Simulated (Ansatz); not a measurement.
The relaxed structure here is a generated cell of La2O3: the first start was made by placing the elements on the sites of a structure type, and the end was not matched to a known phase here, so it may be hypothetical. Known forms of La2O3 include space group No. 164.

A relaxed cell of La$_{2}$O$_{3}$ (R-3m (No. 166)), relaxed on a k-mesh at least as fine as the one used below. Computed with r2SCAN (plane waves to 500 eV, PAW, scalar-relativistic; Ansatz, a program for electronic structure). Γ-centred k-mesh 4×7×7 on the run's cell (coarser than for final values), Fermi–Dirac smearing 0.05 eV.

```yaml
crystal:
  lattice:
    - [3.80177, 2.19495, 15.54857]
    - [-1.90089, 1.09748, 7.77429]
    - [0.00000, -2.19495, 7.77429]
  atoms:
    - { symbol: La, position: [0.20044, 0.40088, 0.40088] }
    - { symbol: La, position: [0.70044, 0.40088, 0.40088] }
    - { symbol: La, position: [0.29956, 0.59912, 0.59912] }
    - { symbol: La, position: [0.79956, 0.59912, 0.59912] }
    - { symbol: O, position: [0.00000, 0.00000, 0.00000] }
    - { symbol: O, position: [0.50000, 0.00000, 0.00000] }
    - { symbol: O, position: [0.11788, 0.23577, 0.23577] }
    - { symbol: O, position: [0.61788, 0.23577, 0.23577] }
    - { symbol: O, position: [0.38212, 0.76423, 0.76423] }
    - { symbol: O, position: [0.88212, 0.76423, 0.76423] }
```

The atoms are displaced by (Å):

```tsv
atom	ux	uy	uz
La1	-0.005	-0.140	-0.065
La2	0.038	0.027	-0.024
La3	-0.144	-0.062	-0.011
La4	-0.020	0.088	-0.142
O5	0.103	-0.065	-0.114
O6	0.085	-0.096	-0.018
O7	0.003	0.042	-0.028
O8	0.009	0.088	0.024
O9	-0.058	-0.029	-0.097
O10	0.002	-0.042	-0.029
```

Question: What forces (eV/Å) and pressure result?

Answer: 
```csv
atom,Fx,Fy,Fz
La1,0.87,1.42,-0.09
La2,-1.42,-1.20,-0.84
La3,2.14,1.46,0.44
La4,-1.24,-0.97,0.48
O5,-0.35,0.18,0.41
O6,-0.20,0.17,0.14
O7,-0.03,-0.34,-0.75
O8,-0.43,-0.44,-0.41
O9,0.72,-0.41,0.19
O10,-0.05,0.14,0.44
```

Pressure +2.0 GPa.

Question: Estimate the energy cost of the displacement in the harmonic approximation and compare with the calculation.

Answer: For a harmonic well ΔE = −½ Σ F·u = 0.520 eV a cell, or 52 meV/atom. The calculated energy relative to the undisplaced cell is +0.053 eV/atom, so the harmonic estimate holds well.

The undisplaced cell is probably no minimum: from this displacement the run went on to P-3m1 (No. 164), 0.228 eV/atom below it.

No spin polarisation in the result.
